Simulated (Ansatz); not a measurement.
# In, one cell by several methods

```
In
1.0
     1.63555    0.94429    8.03992
    -1.63555    0.94429    8.03992
     0.00000   -1.88857    8.03992
In
3
Direct
  0.00000 0.00000 0.00000
  0.77801 0.77801 0.77801
  0.22199 0.22199 0.22199
```

Atom numbers follow the list: In1, In2, In3.

The cell is the one relaxed in the Materials Project (mp-1184502), not relaxed further here; entries there can be hypothetical. The listed cell was then made from it by scaling, straining or moving an atom.

No spin–orbit coupling, which matters for the heavy atoms here.

Methods: DFT, PBEsol, PAW with Ansatz's default frozen-core files, scalar-relativistic (Ansatz 0.2.0); DFT, PBEsol, all-electron PAW with datasets made for the crystal, scalar-relativistic (Ansatz 0.2.0); DFT, PBEsol, all-electron LAPW, scalar-relativistic (Ansatz 0.2.0).

For PAW: a Γ-centred 14×14×14 k mesh, Fermi–Dirac smearing of 0.05 eV, cutoff 420 eV, no spin polarisation; the PAW files were made with PBE, and the program remakes their frozen cores for this functional. The crystal-made all-electron datasets (AE datasets) take a cutoff of 260 eV at this cell. LAPW targets a basis error of 0.5 meV/atom. The Ansatz runs share mesh, smearing and spin set-up. Plane-wave (PAW) pressures include the program's estimate of the Pulay term.

Stress and pressure are positive in compression.

The change that made this cell: volume scaled by 0.94.

```json
{"quantity": "pressure (GPa)", "PAW": "1.53", "AE datasets": "1.54", "LAPW": "1.54"}
{"quantity": "stress xx (GPa)", "PAW": "1.42", "AE datasets": "1.43", "LAPW": "1.43"}
{"quantity": "stress zz (GPa)", "PAW": "1.75", "AE datasets": "1.75", "LAPW": "1.75"}
{"quantity": "force on In2, z (eV/Å)", "PAW": "-0.035", "AE datasets": "-0.035", "LAPW": "-0.035"}
```

PAW's pressure differs from the LAPW value by about 0.01 GPa or less.
